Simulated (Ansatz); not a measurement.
**Migration of O in Si**

Computed with Ansatz, DFT PBE, scalar-relativistic, plane waves, PAW. Settings: 420 eV cutoff, 2×2×2 k-mesh, Gaussian smearing of 0.02 eV, no spin polarisation.

In a supercell of 54 host sites, interstitial O hops to an equivalent place, moving 0.68 Å between the relaxed ends. Climbing-image nudged elastic band at fixed cell with images 0 (start) to 6 (end), the path measured over all atoms, converged to 0.05 eV/Å; the order of the saddle wasn't checked, and the small cell leaves errors of about a tenth of an eV.

Command:

```bash
ansatz run input.yaml --threads 8 --pin off --max-ram 20480MiB --backend cpu --events-out ev --progress --plain --runs-dir out
```

Input:

```yaml
crystal:
  lattice:
    - [-8.2051406323, 0.0, 8.2051406323]
    - [-8.2051406323, -8.2051406323, 0.0]
    - [0.0, -8.2051406323, 8.2051406323]
  atoms:
    - { symbol: Si, position: [0.248900399, 0.9161591782, 0.2505628102] }
    - { symbol: Si, position: [0.2508628071, 0.5818476074, 0.250377265] }
    - { symbol: Si, position: [0.2513462405, 0.2485551689, 0.2499914952] }
    - { symbol: Si, position: [0.248868205, 0.9161348394, 0.5842671834] }
    - { symbol: Si, position: [0.2498562505, 0.583286352, 0.5833868177] }
    - { symbol: Si, position: [0.2492549309, 0.2495338058, 0.5849639212] }
    - { symbol: Si, position: [0.2550985814, 0.9146799921, 0.9150704913] }
    - { symbol: Si, position: [0.2508762981, 0.5818794203, 0.9167550908] }
    - { symbol: Si, position: [0.2492792825, 0.2495511854, 0.916083844] }
    - { symbol: Si, position: [0.5739560505, 0.9146096625, 0.2556679452] }
    - { symbol: Si, position: [0.5827057241, 0.5828742733, 0.2498542843] }
    - { symbol: Si, position: [0.58155403, 0.2510742851, 0.2511011943] }
    - { symbol: Si, position: [0.5883976675, 0.9168327554, 0.5793550063] }
    - { symbol: Si, position: [0.5826956109, 0.5828714867, 0.5844865635] }
    - { symbol: Si, position: [0.5830296752, 0.2500469813, 0.5834173224] }
    - { symbol: Si, position: [0.5884848842, 0.9168599015, 0.9152866945] }
    - { symbol: Si, position: [0.5864217425, 0.5846582083, 0.9143952118] }
    - { symbol: Si, position: [0.5815314314, 0.2511101327, 0.9161347454] }
    - { symbol: Si, position: [0.9255890578, 0.92844722, 0.2069674439] }
    - { symbol: Si, position: [0.9166452142, 0.5704887994, 0.2563774619] }
    - { symbol: Si, position: [0.9165024714, 0.25034702, 0.2514292405] }
    - { symbol: Si, position: [0.9168826255, 0.9169321013, 0.5830319324] }
    - { symbol: Si, position: [0.9171036405, 0.5881016971, 0.5795327176] }
    - { symbol: Si, position: [0.9164776181, 0.2503423026, 0.581555247] }
    - { symbol: Si, position: [0.9256367669, 0.9286614693, 0.9390004259] }
    - { symbol: Si, position: [0.9171398046, 0.588146592, 0.9151526151] }
    - { symbol: Si, position: [0.9151003022, 0.2503582903, 0.9172138174] }
    - { symbol: Si, position: [0.1667915038, 0.1665018687, 0.1662388746] }
    - { symbol: Si, position: [0.1714897152, 0.8300338859, 0.1670260199] }
    - { symbol: Si, position: [0.1669455108, 0.4990584004, 0.166922558] }
    - { symbol: Si, position: [0.1667720996, 0.1664917661, 0.500319445] }
    - { symbol: Si, position: [0.1666881192, 0.8334911943, 0.4998247244] }
    - { symbol: Si, position: [0.1671036077, 0.4995137124, 0.4999034546] }
    - { symbol: Si, position: [0.1655911781, 0.1656576406, 0.834326267] }
    - { symbol: Si, position: [0.1714558055, 0.8300450876, 0.8313253459] }
    - { symbol: Si, position: [0.1671253872, 0.4995060725, 0.8333946319] }
    - { symbol: Si, position: [0.5019331681, 0.1652217412, 0.1663519701] }
    - { symbol: Si, position: [0.4974751036, 0.8329370089, 0.1657225827] }
    - { symbol: Si, position: [0.5000599773, 0.5003563312, 0.1651446258] }
    - { symbol: Si, position: [0.499043764, 0.1670532389, 0.5004709909] }
    - { symbol: Si, position: [0.4974326464, 0.8329428647, 0.5037623124] }
    - { symbol: Si, position: [0.499825132, 0.5001451288, 0.4999591683] }
    - { symbol: Si, position: [0.4990445548, 0.1670615729, 0.8333418381] }
    - { symbol: Si, position: [0.5047466446, 0.8344685925, 0.8303622364] }
    - { symbol: Si, position: [0.5000315859, 0.5003524988, 0.8343646519] }
    - { symbol: Si, position: [0.8292631628, 0.174410621, 0.1692121168] }
    - { symbol: Si, position: [0.8177950028, 0.8130455498, 0.1844301498] }
    - { symbol: Si, position: [0.8326731712, 0.4982008766, 0.1654172676] }
    - { symbol: Si, position: [0.8330578245, 0.1669564064, 0.4998941109] }
    - { symbol: Si, position: [0.8383955993, 0.8383490669, 0.487179064] }
    - { symbol: Si, position: [0.83267055, 0.49819214, 0.5035956303] }
    - { symbol: Si, position: [0.8292043624, 0.1744911516, 0.8269233079] }
    - { symbol: Si, position: [0.8385370125, 0.8384538933, 0.8359928832] }
    - { symbol: Si, position: [0.83613707, 0.5024189336, 0.8306907704] }
    - { symbol: O, position: [-0.0359417374, -0.0094662632, 0.0227602477] }
basis:
  ecutwfc: 420
  xc_grid: 2
kpoints:
  mp_grid: { grid: [2, 2, 2], shift: [0.0, 0.0, 0.0] }
hamiltonian:
  xc: pbe
scf:
  occupations: { method: gaussian, width: 0.02 }
output:
  forces: true
neb:
  images: 5
  f_tol: 0.05
  max_iterations: 70
  order_check: false
  final_atoms:
    - { symbol: Si, position: [0.2556679452, 0.9146096625, 0.2557663417] }
    - { symbol: Si, position: [0.2563774619, 0.5704887994, 0.2564885245] }
    - { symbol: Si, position: [0.2499914952, 0.2485551689, 0.2501070954] }
    - { symbol: Si, position: [0.2505628102, 0.9161591782, 0.5843776126] }
    - { symbol: Si, position: [0.2498542843, 0.5828742733, 0.5845657183] }
    - { symbol: Si, position: [0.2514292405, 0.25034702, 0.5817212681] }
    - { symbol: Si, position: [0.2069674439, 0.92844722, 0.9389962783] }
    - { symbol: Si, position: [0.250377265, 0.5818476074, 0.9169123205] }
    - { symbol: Si, position: [0.2511011943, 0.2510742851, 0.9162704905] }
    - { symbol: Si, position: [0.5842671834, 0.9161348394, 0.2507297722] }
    - { symbol: Si, position: [0.5844865635, 0.5828714867, 0.2499463389] }
    - { symbol: Si, position: [0.581555247, 0.2503423026, 0.2516248324] }
    - { symbol: Si, position: [0.5830319324, 0.9169321013, 0.5831533408] }
    - { symbol: Si, position: [0.5833868177, 0.583286352, 0.5834705798] }
    - { symbol: Si, position: [0.5834173224, 0.2500469813, 0.5835060211] }
    - { symbol: Si, position: [0.5793550063, 0.9168327554, 0.9154145707] }
    - { symbol: Si, position: [0.5795327176, 0.5881016971, 0.9152619448] }
    - { symbol: Si, position: [0.5849639212, 0.2495338058, 0.9162473422] }
    - { symbol: Si, position: [0.9390004259, 0.9286614693, 0.2067013379] }
    - { symbol: Si, position: [0.9167550908, 0.5818794203, 0.2504891908] }
    - { symbol: Si, position: [0.9161347454, 0.2511101327, 0.2512236905] }
    - { symbol: Si, position: [0.9152866945, 0.9168599015, 0.5793685197] }
    - { symbol: Si, position: [0.9151526151, 0.588146592, 0.5795609883] }
    - { symbol: Si, position: [0.916083844, 0.2495511854, 0.5850856881] }
    - { symbol: Si, position: [0.9150704913, 0.9146799921, 0.9151509352] }
    - { symbol: Si, position: [0.9143952118, 0.5846582083, 0.9145248374] }
    - { symbol: Si, position: [0.9172138174, 0.2503582903, 0.9173275902] }
    - { symbol: Si, position: [0.1663519701, 0.1652217412, 0.1664931205] }
    - { symbol: Si, position: [0.1844301498, 0.8130455498, 0.1847292977] }
    - { symbol: Si, position: [0.166922558, 0.4990584004, 0.1670735308] }
    - { symbol: Si, position: [0.1662388746, 0.1665018687, 0.5004677529] }
    - { symbol: Si, position: [0.1657225827, 0.8329370089, 0.5038653048] }
    - { symbol: Si, position: [0.1654172676, 0.4982008766, 0.5037086845] }
    - { symbol: Si, position: [0.1692121168, 0.174410621, 0.8271140995] }
    - { symbol: Si, position: [0.1670260199, 0.8300338859, 0.8314503791] }
    - { symbol: Si, position: [0.1651446258, 0.5003563312, 0.8344390657] }
    - { symbol: Si, position: [0.500319445, 0.1664917661, 0.1664166892] }
    - { symbol: Si, position: [0.5037623124, 0.8329428647, 0.1658621764] }
    - { symbol: Si, position: [0.5035956303, 0.49819214, 0.1655416797] }
    - { symbol: Si, position: [0.4998941109, 0.1669564064, 0.5000916581] }
    - { symbol: Si, position: [0.4998247244, 0.8334911943, 0.4999959622] }
    - { symbol: Si, position: [0.4999591683, 0.5001451288, 0.5000705709] }
    - { symbol: Si, position: [0.5004709909, 0.1670532389, 0.8334320062] }
    - { symbol: Si, position: [0.487179064, 0.8383490669, 0.8360762698] }
    - { symbol: Si, position: [0.4999034546, 0.4995137124, 0.8334792253] }
    - { symbol: Si, position: [0.8269233079, 0.1744911516, 0.1693811782] }
    - { symbol: Si, position: [0.8313253459, 0.8300450876, 0.167173761] }
    - { symbol: Si, position: [0.8343646519, 0.5003524988, 0.1652512634] }
    - { symbol: Si, position: [0.8333418381, 0.1670615729, 0.5005520342] }
    - { symbol: Si, position: [0.8359928832, 0.8384538933, 0.487016211] }
    - { symbol: Si, position: [0.8333946319, 0.4995060725, 0.4999739084] }
    - { symbol: Si, position: [0.834326267, 0.1656576406, 0.8344249143] }
    - { symbol: Si, position: [0.8303622364, 0.8344685925, 0.8304225266] }
    - { symbol: Si, position: [0.8306907704, 0.5024189336, 0.8307532261] }
    - { symbol: O, position: [0.0227602477, -0.0094662632, 0.0226477529] }
```

Course of the band:

```
iteration largest band force (eV/Å) climbing image energies over image 0 (eV)
        1                      0.615            none    0.000 0.112 0.296 0.374 0.296 0.112 0.000
        2                      0.548            none    0.000 0.076 0.222 0.285 0.223 0.077 0.000
        3                      0.410               3    0.000 0.027 0.102 0.170 0.103 0.027 0.000
        4                      1.085               4    0.000 0.012 0.107 0.090 0.110 0.012 0.000
        5                      0.437               2    0.000 0.002 0.032 0.030 0.027 0.002 0.000
        6                      0.332               3    0.000 0.000 0.011 0.041 0.035 0.002 0.000
        7                      0.169               4   0.000 0.000 0.003 -0.011 0.006 0.000 0.000
        8                      0.127               4   0.000 0.000 0.001 -0.019 0.005 0.000 0.000
        9                      0.046               4  0.000 0.000 -0.001 -0.025 0.002 0.000 0.000
```

Final band:

```tsv
image	path (Å)	E − E(0) (eV)	O x (Å)	O y (Å)	O z (Å)	force on O (eV/Å)
0	0.00	0.000	0.373	-0.109	-0.108	0.01
1	0.34	0.000	0.371	0.101	0.099	0.01
2	0.68	-0.001	0.393	0.280	0.279	0.06
3	1.02	-0.025	0.356	0.359	0.374	0.05
4	1.36	0.002	0.243	0.244	0.390	0.02
5	1.66	0.000	0.075	0.078	0.369	0.01
6	1.96	0.000	-0.109	-0.108	0.373	0.01
```

Barrier 0.00 eV. An image lies below the start, so the start isn't the lowest place along this path. It took 5 min on 8 threads of AMD EPYC 9R45 96-Core Processor (Zen 5), with other jobs on the host, peak memory 13 GiB.